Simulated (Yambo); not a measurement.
Yambo run on Ca$_{2}$Si (space group Fm-3m, No. 225). The wavefunctions come from this Quantum ESPRESSO step (PBEsol, PseudoDojo standard norm-conserving files, scalar-relativistic):

```
&CONTROL
  calculation = 'nscf'
  pseudo_dir = './pseudo'
  outdir = './out'
/
&SYSTEM
  ibrav = 0
  nat = 3
  ntyp = 2
  ecutwfc = 68.0
  ecutrho = 272.0
  occupations = 'fixed'
  force_symmorphic = .true.
  nbnd = 166
/
&ELECTRONS
  conv_thr = 3.0000000000000004e-09
  diago_full_acc = .true.
  diago_thr_init = 1e-08
/
ATOMIC_SPECIES
Si 28.0850 Si.upf
Ca 40.0780 Ca.upf
CELL_PARAMETERS angstrom
  0.000000000000   3.544181831000   3.544181831000
  3.544181831000   0.000000000000   3.544181831000
  3.544181831000   3.544181831000   0.000000000000
ATOMIC_POSITIONS crystal
Si   0.000000000000   0.000000000000   0.000000000000
Ca   0.750000000000   0.750000000000   0.750000000000
Ca   0.250000000000   0.250000000000   0.250000000000
K_POINTS automatic
4 4 4 0 0 0
```

Yambo input:

```
rim_cut
gw0
dyson
el_el_corr
HF_and_locXC
ppa
em1d
RandQpts= 1000000
RandGvec= 1 Ry
EXXRLvcs= 68 Ry
VXCRLvcs= 272 Ry
Chimod= "HARTREE"
% BndsRnXp
 3 | 164 |
%
NGsBlkXp= 8 Ry
% LongDrXp
 1.0 | 1.0 | 1.0 |
%
PPAPntXp= 27.2114 eV
% GbndRnge
 1 | 164 |
%
GTermKind= "BG"
DysSolver= "n"
ExtendOut
% QPkrange
 1 | 1 | 12 | 13 |
 3 | 3 | 12 | 13 |
 7 | 7 | 12 | 13 |
 8 | 8 | 12 | 13 |
%
```

k points by index: 1 = Γ, 3 = L, 7 = X, 8 = W.

Resulting energies as the program prints them:

```
#    K-point    Band    Eo [eV]    E [eV]    E-Eo [eV]    Vxc [eV]    Vnlxc [eV]    Sc|Eo [eV]    Sc|E [eV]    dSc/dw|Eo [eV]    Re(Z)    Im(Z)
#
    1    12    -0.422669    -0.854042    -0.431373    -10.24174    -11.46744    0.648641    0.794324    -9.187122    0.747589    -0.002290
    1    13    1.813732    1.568652    -0.245079    -8.027615    -4.570606    -3.773963    -3.702089    -7.988985    0.773028    -0.003339
    3    12    -0.081543    -0.584957    -0.503414    -10.33479    -11.60735    0.600218    0.769145    -9.129016    0.748785    -0.002146
    3    13    2.433045    2.877265    0.444219    -10.60945    -5.394942    -4.627276    -4.770285    -8.756613    0.756540    -0.001703
    7    12    0.000000    -0.676391    -0.676391    -9.954811    -11.57473    0.717759    0.943524    -9.080914    0.749778    -0.002117
    7    13    0.466472    0.467377    0.905409E-3    -8.227981    -4.776707    -3.450053    -3.450368    -8.034402    0.772041    -0.002035
    8    12    -0.336783    -1.030001    -0.693218    -9.026129    -10.54257    0.597627    0.823221    -8.853816    0.754499    -0.002195
    8    13    1.095108    1.268656    0.173548    -9.805673    -5.915203    -3.662976    -3.716921    -8.450123    0.763041    -0.002058
```
(The two width columns are left out.) Convergence of these settings isn't established.

Geometry relaxed with PBEsol.

The structure is a Materials Project entry; no match was found in the copy of COD used, and its stability was not checked.
